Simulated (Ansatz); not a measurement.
AlP:
```
AlP
1.0
    0.00000     2.71691     2.71691
    2.71691     0.00000     2.71691
    2.71691     2.71691     0.00000
Al P
1 1
Direct
  0.00000   0.00000   0.00000
  0.25000   0.25000   0.25000
```

Relaxed with LDA. Special points in fractions of this cell's reciprocal vectors: Γ (0.000, 0.000, 0.000); X (0.500, 0.000, 0.500); U (0.625, 0.250, 0.625); K (0.375, 0.375, 0.750); L (0.500, 0.500, 0.500); W (0.500, 0.250, 0.750).

Question: List the band energies nearest the valence-band maximum at these points for LDA in the plane-wave PAW code Ansatz.

Answer: In eV from the valence-band maximum; about four levels below and three above (degenerate sets whole), none deeper than 8.9 eV; points with the same levels are listed once.

| k | below | above |
|---|---|---|
| Γ | 0.00 0.00 0.00 | 3.23 4.49 4.49 4.49 |
| X | -5.40 -2.14 -2.14 | 1.42 2.33 11.00 11.00 |
| U | -5.11 -3.52 -1.77 | 2.29 5.02 8.41 |
| L | -5.64 -0.77 -0.77 | 2.72 4.73 4.73 |
| W | -4.99 -3.26 -2.89 | 4.22 5.91 6.02 |

Space group F-43m (zinc blende). The cell was relaxed with LDA under the symmetry of its start.

Potentials: the earlier of the program's two PAW sets. The files were generated under PBE; for other functionals the program regenerates the frozen cores, and for LDA and PBEsol the local potential too.
